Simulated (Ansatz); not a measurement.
## Pressure against volume in Hf₂TiN₃

The cell was found from a structure generator's guess, not taken from experiment.

These are results of Ansatz, DFT PBE, scalar-relativistic, plane waves, PAW, not measurements. Plane waves to 420 eV, a 12×12×6 mesh through Γ for the 6-atom cell and 0.10 eV Gaussian smearing; no spin polarisation.

```
Hf Ti N
1.0
     3.16399    0.00000    0.00000
    -1.58199    2.74009    0.00000
     0.00000    0.00000    7.67369
Hf Ti N
2 1 3
Direct
  0.33333 0.66667 0.67576
  0.66667 0.33333 0.32424
  0.00000 0.00000 0.00000
  0.66667 0.33333 0.84226
  0.00000 0.00000 0.50000
  0.33333 0.66667 0.15774
```

The cell was set to several volumes, with shape and atoms relaxed at each where symmetry leaves them free. Pressure is positive in compression, and energies count from the lowest row. No row has a gap on its mesh.

```tsv
row	V (Å³/atom)	P (GPa)	ΔE (meV/atom)
1	9.757	43.35	160.7
2	10.090	?	?
3	10.423	18.20	35.8
4	10.755	8.37	8.5
5	11.088	0.00	0.0
6	11.421	-7.11	7.6
7	11.753	-13.14	28.8
8	12.197	-19.77	74.8
```

Q: Find B = −V·ΔP/ΔV from rows 4 and 6 and from rows 1 and 3, and from the two its slope B′ and its value B0 at zero pressure.

A: Rows 4 and 6 give −(10.755 + 11.421)/2 × (-7.11 − (8.37))/(11.421 − 10.755) = 257.7 GPa at a mean pressure of 0.63 GPa. Rows 1 and 3 give −(9.757 + 10.423)/2 × (18.20 − (43.35))/(10.423 − 9.757) = 381.0 GPa at a mean pressure of 30.77 GPa. So B′ = (381.0 − 257.7)/(30.77 − (0.63)) = 4.09 and B0 = 257.7 − 4.09 × (0.63) = 255.1 GPa. A third-order Birch–Murnaghan fit to all the energies gives B0 = 256.4 GPa and B′ = 4.4.

Q: Estimate the pressure and energy of row 2.

A: From row 5, V0 = 11.088 × (1 + (0.00)/255.1) = 11.088 Å³/atom. Murnaghan's form P = (B0/B′)·[(V0/V)^B′ − 1] gives (255.1/4.09) × [(11.088/10.090)^4.09 − 1] = 29.36 GPa; the computed pressure is 29.76 GPa, so the estimate is off by -0.40 GPa. The work of compression from row 3, with the mean of the two pressures, gives ΔE = 35.8 + (29.36 + 18.20)/2 × (10.423 − 10.090)/160.2 × 1000 = 85.2 meV/atom (1 eV/Å³ = 160.2 GPa); the computed value is 85.2 meV/atom.

These runs have no spin–orbit coupling, which can matter for Hf. All volumes keep the k mesh of the relaxed cell. A later test with randomly moved atoms came back to the same energy, though modes that don't fit the test's cell weren't probed.
